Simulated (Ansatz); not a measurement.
Values for one crystal, relaxed and computed with the program Ansatz at the r²SCAN level (PAW); other levels are named.

| Quantity | Result |
|---|---|
| Volume per atom | 20.72 Å³ |
| Band gap | 0.56 eV (indirect) |
| HSE06 gap on the r²SCAN cell | 0.94 eV |
| Young's modulus | 160 GPa |
| Bulk modulus (Birch–Murnaghan fit) | 90.8 GPa |
| Poisson's ratio | 0.21 |
| Pressure derivative B′ | 4.3 |

Problem. Which compound is it?
(A) Si3Ge, P-4m2 (Si on 2g, Si on 1a, Ge on 1c)
(B) HfSiO4, I4_1/amd (Hf on 4a, Si on 4b, O on 16h)
(C) SiS2, Ibam (Si on 4a, S on 8j)
(D) GaGeTe, R-3m (Ga on 6c, Ge on 6c, Te on 6c)

Solution. A, Si3Ge, P-4m2 (Si on 2g, Si on 1a, Ge on 1c)

The start of the workflow was typed in or built on a structure type; neither database checked (COD, Materials Project) lists it. Its standing as an ambient phase is unchecked. The r²SCAN relaxation kept the symmetry of its start; its stability against distortions is not shown here. Scalar-relativistic: spin–orbit coupling is off unless named, which matters more the heavier the elements.

Potentials: the earlier of the program's two PAW sets.
